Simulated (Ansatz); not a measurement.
TiSi$_{2}$ (C54 type, space group Fddd)

```xyz
6
Lattice="0.0000 4.1323 4.2827 2.4031 0.0000 4.2827 2.4031 4.1323 0.0000" Properties=species:S:1:pos:R:3 pbc="T T T"
Si     2.4031     5.4796     4.2827
Si     2.4031     2.7851     4.2827
Si     3.6047     4.8512     6.4240
Si     3.6047     7.5458     6.4240
Ti     0.0000     0.0000     0.0000
Ti     1.2016     2.0662     2.1413
```

Equation-of-state scan: isotropic scaling of the cell above, V₀ being its volume. The atoms relax within the cell's symmetry.

All values below come from PBE (plane waves to 420 eV, PAW, scalar-relativistic; Ansatz, a quantum-chemistry and plane-wave program). k mesh 13×13×13 (Γ-centred), Fermi-Dirac smearing 0.05 eV. Stress and pressure are positive under compression. TiSi2 is run without spin polarisation. TiSi2 was relaxed with its symmetry unable to fall.

At one point of the scan the stress tensor (GPa) is:

```
   35.5      0.0      0.0
    0.0     31.0      0.0
    0.0      0.0     42.1
```

Question: Which point is it?
(A) V/V₀ = 0.920
(B) V/V₀ = 0.960
(C) V/V₀ = 0.840
(D) V/V₀ = 0.880

Answer: C, V/V₀ = 0.840

(Under strain, the slope of the energy per volume gives the stress and its curvature an elastic modulus.)
